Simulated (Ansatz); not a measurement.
In PBE in the plane-wave PAW code Ansatz, Al2Au in the fluorite or antifluorite type structure (Fm-3m) relaxes to a = 6.061 Å. Au has 8 nearest neighbours from 2.62 Å (cubic). Against the elements it lies at -0.43 eV/atom, with no fitted shifts.

Electronic character: metallic (no gap). Gap from PBE with spin–orbit coupling: none (metallic).

The bulk modulus is 104 GPa.

Symmetry was held in the PBE relaxation. The references are the lowest solids computed at this level, not always the standard phases. Spin–orbit coupling is left out wherever it is not named.

Potentials: the later of the program's two PAW sets.
